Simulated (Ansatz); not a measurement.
Level of theory: DFT, PBEsol, scalar-relativistic, collinear spin; plane waves to 420 eV with PAW datasets (Ansatz 0.2.0), Γ-centred 8×8×8 mesh, 0.05 eV Gaussian smearing. The datasets are Ansatz's generated set soft_2.

A compound XIn3 has these computed properties.

- Space group: Pm-3m (No. 221)
- Conventional cell: a = 4.636 Å, b = 4.636 Å, c = 4.636 Å, α = 90.00°, β = 90.00°, γ = 90.00°
- Volume: 24.91 Å³/atom
- Band gap: zero (metallic)
- Density of states at the Fermi level: 0.47 states/(eV·atom)
- Magnetic state: ferromagnetic (the only order tried)
- Site spin moments: X 6.72 μB
- Spin moment of the cell: 6.99 μB
- f electrons (orthogonalised atomic orbitals): X 6.77
- Formation energy from the elements (0 K, uncorrected): -0.47 eV/atom
- Bulk modulus (Birch–Murnaghan): 49 GPa
- Pressure derivative B0′: 5.6

Sites: X on 1a, In on 3c.

Problem. Which element is X?
A. Sm
B. Tb
C. Pm
D. Eu

Solution. D. X is Eu, so the compound is EuIn3.

The cell came from substitution into a structure type; whether the compound takes it is for experiment to say.

Without a U the 4f levels of Eu lie too near the Fermi level, so their share of the states there, and what hangs on it, is overstated. Scalar-relativistic only: spin–orbit splittings of the heavy atoms' levels are missing. The run wasn't fully tested for a lower electronic state. Site moments are of spin, integrated over atomic spheres. No antiparallel order was tried.
